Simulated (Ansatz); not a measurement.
**FeSb2: do energies and stresses tell the same story?**

All numbers below come from DFT PBEsol, scalar-relativistic, plane waves, PAW in Ansatz.

Plane waves to 420 eV, a k mesh through Γ of 6×6×12 on the computed 6-atom cell and Gaussian smearing (0.10 eV); no spin polarisation.

Relaxed cell: Pnnm, a = 5.773 Å, b = 6.430 Å, c = 3.118 Å, α = 90.00°, β = 90.00°, γ = 90.00°, 6 atoms in the primitive cell. Whether it is the stable form of this composition wasn't checked.

Energies at zero smearing and pressures from the stress tensor, at volumes with shape and atoms relaxed:
| V (Å³/atom) | E − E(first) (meV/atom) | P (GPa) |
| --- | --- | --- |
| 16.974 | 0.00 | 20.49 |
| 17.552 | -61.84 | 13.96 |
| 18.131 | -102.02 | 8.48 |
| 18.710 | -124.02 | 3.88 |
| 19.288 | -130.72 | 0.00 |
| 19.867 | -124.56 | -3.24 |
| 20.446 | -107.61 | -5.96 |
| 21.217 | -71.21 | -8.90 |

**Question.** Check P = −dE/dV between neighbouring volumes, and get the bulk modulus from the pressures alone.

**Answer.** With 1 eV/Å³ = 160.2 GPa:
| middle V (Å³/atom) | −ΔE/ΔV (GPa) | mean P (GPa) |
| --- | --- | --- |
| 17.263 | 17.121 | 17.229 |
| 17.842 | 11.127 | 11.223 |
| 18.420 | 6.090 | 6.179 |
| 18.999 | 1.857 | 1.940 |
| 19.578 | -1.706 | -1.617 |
| 20.156 | -4.694 | -4.597 |
| 20.831 | -7.559 | -7.427 |

The two differ by 0.13 GPa at most. The mean of two end pressures misses the average over a step by about ΔV² P″/12, up to 0.09 GPa here; with that taken off 0.07 GPa remains. The stress is the derivative of the free energy, not of the energy at zero smearing, and with free energies 0.01 GPa remains. Around V = 19.288 Å³/atom, the two neighbours give B = −V ΔP/ΔV = 19.288 × 7.11 / 1.157 = 118.6 GPa, against B0 = 118.3 GPa from the Birch–Murnaghan fit of the energies.

Spin-orbit coupling is left out, which matters for the bands of heavy elements.

A ferromagnetic start lost its moments in a first run, so spin was left out; other magnetic orders weren't tried.